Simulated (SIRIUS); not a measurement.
One base run on Zr (Ibam, 6 atoms in the cell; from Materials Project mp-1077723, lattice scaled a little) and variants with one or two settings moved

```xyz
6
Lattice="-2.6791 4.1122 3.0654 2.6791 -4.1122 3.0654 2.6791 4.1122 -3.0654" Properties=species:S:1:pos:R:3 pbc="T T T"
Zr     0.0000     0.0000     1.5327
Zr     0.0000     0.0000     4.5980
Zr     0.4197     2.6542     0.0000
Zr     2.2594     1.4580     3.0654
Zr     3.0988     1.4580     0.0000
Zr    -0.4197     2.6542     3.0654
```

Base run A: LDA (PW92), PseudoDojo 0.4 standard norm-conserving LDA (tails mended) pseudopotentials (SIRIUS), self-consistent single point.

Its settings: parameters.ngridk = 4 4 4; parameters.xc_functionals = [XC_LDA_X, XC_LDA_C_PW]; parameters.gk_cutoff = 8.367 1/bohr; parameters.pw_cutoff = 16.734 1/bohr; parameters.shiftk = 1 1 1; parameters.smearing = cold; parameters.smearing_width = 0.00499791 Ha; potentials = PseudoDojo 0.4 standard norm-conserving LDA (tails mended) pseudopotentials; parameters.electronic_structure_method = pseudopotential; parameters.num_bands = 43; parameters.num_mag_dims = 0; parameters.num_dft_iter = 100; parameters.energy_tol = 1e-07 Ha; parameters.density_tol = 1e-06; mixer.type = anderson; mixer.beta = 0.5; mixer.use_hartree = false.

The structure comes from a collection of computed structures, made at another level of theory; the collection holds predicted forms beside known ones. Its lattice was then scaled. No clean gap shows at this smearing width and mesh (spacing up to 0.39 Å⁻¹); the mesh is coarse for partly filled bands, so the values carry mesh errors.

ΔF is the free energy per atom less that of run A. 

```csv
run,change,ΔF (meV/atom),pressure (GPa),largest force (eV/Å),k-points,rough cost (cheapest run = 1)
A,base,0.00,-3.02,0.029,17,4
B,parameters.num_bands: 43 → 40,0.00,-3.02,0.029,17,5
C,parameters.smearing_width: 0.00499791 Ha → 0.000918733 Ha,-0.33,-3.10,0.085,17,5
D,parameters.pw_cutoff: 16.734 1/bohr → 20.494 1/bohr,0.00,-3.02,0.029,17,4
E,atom 3 moved by -0.04 angstrom along y,1.21,-2.93,0.336,22,6
F,parameters.gk_cutoff: 8.367 1/bohr → 5.292 1/bohr; parameters.pw_cutoff: 16.734 1/bohr → 10.584 1/bohr,3152.9,-60.52,0.040,17,1
G,parameters.num_dft_iter: 100 → 200; mixer.max_history: default → 8,0.00,-3.02,0.029,17,5
```

Run E against A: The free energy goes up by 1.2 meV/atom, the pressure hardly changes (-3.02 to -2.93 GPa) and the largest force goes from 0.029 to 0.336 eV/Å.

Run C against A: The free energy stays essentially unchanged (within 1 meV/atom), the pressure hardly changes (-3.02 to -3.10 GPa) and the largest force goes from 0.029 to 0.085 eV/Å.

Run F against A: The free energy rises by 3.15 eV/atom, the pressure goes from -3.02 to -60.52 GPa and the largest force goes from 0.029 to 0.040 eV/Å.

Small differences between rows can be mesh errors.

At a cut-down plane-wave cutoff the stress holds a Pulay term: a spurious tension from the incomplete basis, which lowers the pressure; energies, forces and gaps of such rows are unconverged too.

“Tails mended”: in these copies of the files the far tail of each local potential was reset to the Coulomb form.
